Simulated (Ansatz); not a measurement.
A scan (energy against volume; even scaling of the relaxed cell, symmetry kept) gave these values. Calculation: PBE (plane waves to 420 eV, PAW, scalar-relativistic; Ansatz, a program for electronic structure).

| Property | Value |
|---|---|
| Bulk modulus B₀ (third-order Birch-Murnaghan fit) | 10.6 GPa |
| Pressure derivative B₀′ (fit) | 4.8 |
| Equilibrium volume of the fit | 46.31 Å³/atom |

**Question.** Of these crystals, all scanned alike, which one is it?
A) KI (rock salt)
B) BeSe (zinc blende)
C) BN (zinc blende)
D) CdO (rock salt)

**Answer.** A, KI (rock salt). The others have, for the bulk modulus: CdO 126 GPa, BeSe 75.1 GPa, BN 371 GPa

All were relaxed with their symmetry unable to fall. Spin-orbit coupling is left out. The relaxed volume of KI is well above the measured one; the method has no dispersion term.

(A scan under strain: stresses follow from slopes of the energy per volume, elastic moduli from its curvatures.)
